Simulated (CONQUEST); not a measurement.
Consider a self-consistent single point of SiNi₃ (Pm-3m, 4 atoms in the cell; from Materials Project mp-828, changed as shown).

```
SiNi3
1.0
    3.35068     0.00000     0.00000
    0.00000     3.35068     0.00000
    0.00000     0.00000     3.35068
Si Ni
1 3
Direct
  0.00000   0.00000   0.00000
  0.00000   0.50000   0.50000
  0.50000   0.00000   0.50000
  0.50000   0.50000   0.00000
```

Method: LDA (PW92), numerical atomic orbitals double-zeta with polarisation (the shipped basis), PseudoDojo norm-conserving potentials made for LDA (CONQUEST 1.3).

CONQUEST settings:

| setting | value |
|---|---|
| basis | DZP |
| Diag.MPMeshX, Y, Z | 10 10 10 |
| potentials | PseudoDojo norm-conserving LDA |
| Grid.GridCutoff | 175 Ha |
| DM.SolutionMethod | diagon |
| Diag.kT | 0.004998 Ha |
| Diag.GammaCentred | true |
| minE.SCTolerance | 1.0e-06 |
| SC.MaxIters | 100 |
| SC.LinearMixingFactor | 0.3 |
| SC.KerkerPreCondition | true |
| SC.KerkerFactor | 0.3 1/bohr |
| AtomMove.TypeOfRun | static |

Results:

| Item | Value |
|---|---|
| Number of valence electrons | 58 |
| Number of bands | 70 |
| Number of k-points after the program's reduction | 636 |
| Size of the basis | 70 |
| Number of SCF iterations | 11 |
| FFT grid | 40 × 40 × 40 |
| Free energy E − TS | -13804.2943 eV |
| Fermi level (on the code's own zero) | -7.85 eV |
| Pressure | 24.69 GPa |

Stress (GPa, positive for compression):
```
24.69   0.00   0.00
 0.00  24.69   0.00
 0.00   0.00  24.69
```

For comparison: a first run was changed to give this one (lattice scaled by 0.98), and from it to this one the free energy rises by 55.9 meV/atom and the pressure goes from 4.31 to 24.69 GPa.

The program uses no crystal symmetry, so grid and mesh can part values that symmetry would make equal. The atom-centred basis is finite, which shifts total energies and pressures against plane waves. The run has no spin polarisation, so moments on Ni cannot form. The structure comes from a collection of computed structures, made at another level of theory; the collection holds predicted forms beside known ones. Its lattice was then scaled. At this pressure the cell is far from its equilibrium volume at this level.

Cost on one core: around 8 core-minutes (rough).
